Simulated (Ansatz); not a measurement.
## Response of ScGa$_{3}$ to small distortions

```xyz
4
Lattice="4.0950 0.0000 0.0000 0.0000 4.0950 0.0000 0.0000 0.0000 4.0950" Properties=species:S:1:pos:R:3 pbc="T T T"
Sc    0.0000    0.0000    0.0000
Ga    0.0000    2.0475    2.0475
Ga    2.0475    0.0000    2.0475
Ga    2.0475    2.0475    0.0000
```

Atoms are numbered in the order listed.

The geometry is COD entry 1523115, unchecked; take it as a test cell.

The calculation used DFT, LDA, all-electron LAPW, scalar-relativistic (Ansatz 0.2.0).

Numerical set-up: a Γ-centred 9×9×9 k mesh, Fermi–Dirac smearing of 0.05 eV, basis error target 1 meV/atom, no spin polarisation.

The unchanged cell is at -5.44 GPa.

In a metal, stresses and small energies carry noise from the k mesh.

x, y and z are the Cartesian axes of the cell as listed; fractional coordinates follow a strain, and an engineering shear is twice the off-diagonal strain component.

With equal xy, yz and zx engineering shear strains of -2 %: energy change +2 meV/atom; stress change (xx, yy, zz, yz, xz, xy) 0.06, 0.06, 0.06, 0.73, 0.73, 0.73 GPa, compression positive.

Question: With this change (equal xy, yz and zx engineering shear strains of -1 %), what becomes of the energy and stress?

Answer: Energy change under 1 meV/atom; stress change (xx, yy, zz, yz, xz, xy) 0.01, 0.01, 0.01, 0.38, 0.38, 0.38 GPa, compression positive.

Question: With this change (equal xy, yz and zx engineering shear strains of +1 %), what becomes of the energy and stress?

Answer: Energy change under 1 meV/atom; stress change (xx, yy, zz, yz, xz, xy) 0.01, 0.01, 0.01, -0.36, -0.36, -0.36 GPa, compression positive.

Question: With this change (equal xy, yz and zx engineering shear strains of +2 %), what becomes of the energy and stress?

Answer: Energy change +2 meV/atom; stress change (xx, yy, zz, yz, xz, xy) 0.06, 0.06, 0.06, -0.68, -0.68, -0.68 GPa, compression positive.
